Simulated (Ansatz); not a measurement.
LiNbO$_{3}$ (R3c), relaxed with r²SCAN (Ansatz, a quantum-chemistry and plane-wave program, plane waves, PAW): a = b = 5.1375 Å, c = 13.8855 Å, α = β = 90.00°, γ = 120.00°.

| Property | Result |
|---|---|
| gap (eV) | 4.00 |
| ΔH_f (eV/atom) | -2.77 |
| B₀ by P(V) fit (GPa) | 112 |
| K_Hill (GPa) | 117 |
| G_Hill (GPa) | 66.9 |
| ε∞ | 4.90 |
| ε0 | 34.4 |
| highest Γ mode, no LO–TO term (cm⁻¹) | 889 |
| electron conductivity mass (mₑ) | 1.1 |
| Θ_D (K) | 572 |

Question: The same phase is relaxed and computed with LDA in the same code. What are the cell and these values now?

Answer: a = 5.068 Å, b = 5.068 Å, c = 13.688 Å, α = 90.00°, β = 90.00°, γ = 120.00°.

* **gap (eV)**: 3.49
* **ΔH_f (eV/atom)**: -2.71
* **B₀ by P(V) fit (GPa)**: 123
* **K_Hill (GPa)**: 127
* **G_Hill (GPa)**: 75.2
* **ε∞**: 5.56
* **ε0**: 39.6
* **highest Γ mode, no LO–TO term (cm⁻¹)**: 890
* **electron conductivity mass (mₑ)**: 1.2
* **Θ_D (K)**: 602

All cells were relaxed under the symmetry of their starts (and spin orders); stability against distortions was not tested throughout. Rows with no word on spin ran without spin polarisation. Spin–orbit coupling is left out wherever it is not named.

Potentials: the later of the program's two PAW sets.

Ansatz is a plane-wave DFT program.

Formation energies count from the lowest solids of the elements computed at the same level, not from gases.
